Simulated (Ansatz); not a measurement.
Data:

PbO₂:
Space group P4₂/mnm (No. 136); a = b = 4.9979 Å, c = 3.4110 Å, α = β = γ = 90.00°

```csv
atom,site,symmetry,x,y,z
Pb,2a,m.mm,0.0000,0.0000,0.0000
O,4f,m.2m,0.3076,0.3076,0.0000
```

This is the PBEsol-relaxed structure.

Question: All from plane-wave PAW PBEsol (Ansatz code), unless another level is named. Estimate the bulk modulus (Birch–Murnaghan fit).

Answer: 1230 kbar.

Question: Next, the highest zone-centre frequency?

Answer: 612 cm⁻¹.

Space group P4_2/mnm (rutile). The PBEsol relaxation kept the symmetry of its start; of distortions, only those at the zone centre were tested. A small band overlap can be real or an error of a semilocal functional. As this level gives no gap, phonon frequencies hold no LO–TO term and depend on the k-mesh and smearing (Fermi–Dirac, 0.1 eV here). Spin–orbit coupling is left out wherever it is not named.

Potentials: the later of the program's two PAW sets.
